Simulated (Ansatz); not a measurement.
Space group I4/mmm (No. 139). a = 4.086 Å, b = 4.086 Å, c = 14.759 Å, α = 90.00°, β = 90.00°, γ = 90.00°
```csv
atom,site,symmetry,x,y,z
Y,2a,4/mmm,0.0000,0.0000,0.0000
Al,4e,4mm,0.5000,0.5000,0.2469
Pd,2b,4/mmm,0.5000,0.5000,0.0000
Pd,8g,2mm.,0.0000,0.5000,0.3563
```

Equation of state of this YAl2Pd5 structure (not necessarily the ground state), with shape and atoms relaxed at each volume where symmetry leaves them free. It has no gap at any of these volumes. Computed with DFT PBEsol, scalar-relativistic, plane waves, PAW (Ansatz 0.2.0).

Cutoff 420 eV; k points 12×12×12 on the computed 8-atom cell (Γ-centred); Gaussian smearing, width 0.10 eV; no spin polarisation.

```json
{"V (Å³/atom)": "14.016", "E − E(largest V) (meV/atom)": "48.39", "P (GPa)": "18.30"}
{"V (Å³/atom)": "14.479", "E − E(largest V) (meV/atom)": "6.34", "P (GPa)": "11.09"}
{"V (Å³/atom)": "14.941", "E − E(largest V) (meV/atom)": "-16.65", "P (GPa)": "5.05"}
{"V (Å³/atom)": "15.403", "E − E(largest V) (meV/atom)": "-23.69", "P (GPa)": "0.00"}
{"V (Å³/atom)": "15.865", "E − E(largest V) (meV/atom)": "-17.40", "P (GPa)": "-4.22"}
{"V (Å³/atom)": "16.327", "E − E(largest V) (meV/atom)": "0.00", "P (GPa)": "-7.73"}
```

Q: Fit a third-order Birch–Murnaghan equation to E(V).

A: V0 = 15.40 Å³/atom, B0 = 154 GPa, B0' = 5.0.

Cost: 6 runs of about 43 core-minutes in all, on AMD EPYC 7R43 (Zen 3) (shared hosts).